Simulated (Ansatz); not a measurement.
An elastic tensor (GPa, Voigt order, standard axes) from DFT-r²SCAN in the program Ansatz with PAW potentials:

```csv
,1,2,3,4,5,6
1,465,82.2,151,0.0,0.0,0.0
2,82.2,465,151,0.0,0.0,0.0
3,151,151,447,0.0,0.0,0.0
4,0.0,0.0,0.0,155,0.0,0.0
5,0.0,0.0,0.0,0.0,155,0.0
6,0.0,0.0,0.0,0.0,0.0,191
```

Problem. Which compound is it?
(A) Si2W, P6_222 (Si on 6j, W on 3d)
(B) Mg, hcp (Mg type)
(C) Zn, hcp (Mg type)
(D) Si, P6_3/mmc (Si on 4f)

Solution. A, Si2W, P6_222 (Si on 6j, W on 3d)

The first step of the workflow began from a Materials Project structure, measured or hypothetical; the Crystallography Open Database copy checked does not list it. It is not the phase usual at ambient conditions (space group No. 139). The cell was relaxed with r²SCAN under the symmetry of its start; phonons on a q-mesh show no instability. The run is not spin-polarised. Scalar-relativistic: spin–orbit coupling is off unless named, which matters more the heavier the elements.

Potentials: the earlier of the program's two PAW sets.
